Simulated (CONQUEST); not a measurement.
Convergence test for MgO (Fm-3m, 8 atoms in the cell; from Materials Project mp-1265)

```xyz
8
Lattice="4.1940 0.0000 0.0000 0.0000 4.1940 0.0000 0.0000 0.0000 4.1940" Properties=species:S:1:pos:R:3 pbc="T T T"
Mg     0.0000     0.0000     0.0000
Mg     0.0000     2.0970     2.0970
Mg     2.0970     0.0000     2.0970
Mg     2.0970     2.0970     0.0000
O      2.0970     0.0000     0.0000
O      2.0970     2.0970     2.0970
O      0.0000     0.0000     2.0970
O      0.0000     2.0970     0.0000
```

All values come from this method and carry its errors: CONQUEST with LDA (PW92), numerical atomic orbitals double-zeta with polarisation (the shipped basis), PseudoDojo norm-conserving potentials made for LDA.

The program uses no crystal symmetry, so grid and mesh can part values that symmetry would make equal. The atom-centred basis is finite, which shifts total energies, pressures and gaps against plane waves. The structure comes from a collection of computed structures, made at another level of theory; the collection holds predicted forms beside known ones.

Held fixed: basis = DZP; potentials = PseudoDojo norm-conserving LDA; Grid.GridCutoff = 175 Ha; DM.SolutionMethod = diagon; Diag.SmearingType = 1; Diag.kT = 0.000367 Ha; Diag.GammaCentred = true; Diag.MPOrder = 0; minE.SCTolerance = 1.0e-06; SC.MaxIters = 100; SC.LinearMixingFactor = 0.5; SC.KerkerPreCondition = true; SC.KerkerFactor = 0.1 1/bohr; AtomMove.TypeOfRun = static.

ΔF is the free energy per atom less that of the last row (9 9 9).

| Diag.MPMeshX | ΔF (meV/atom) | pressure (GPa) | k-points |
|---|---|---|---|
| 1 1 1 | 777.9 | 11.97 | 1 |
| 2 2 2 | 5.2 | 0.01 | 8 |
| 3 3 3 | 0.17 | 0.12 | 14 |
| 4 4 4 | 0.03 | 0.16 | 51 |
| 5 5 5 | 0.01 | 0.17 | 63 |
| 6 6 6 | 0.00 | 0.17 | 154 |
| 8 8 8 | 0.00 | 0.17 | 341 |
| 9 9 9 | 0.00 | 0.17 | 365 |

Pressure within 0.5 GPa of the last row: from Diag.MPMeshX = 2 2 2 on; the one before it is off by 12 GPa. The value it settles on is 0.2 GPa at this level of theory and with the other settings as held.

Energy within 1 meV/atom of the last row: from Diag.MPMeshX = 3 3 3 on; the one before it is off by 5.2 meV/atom.
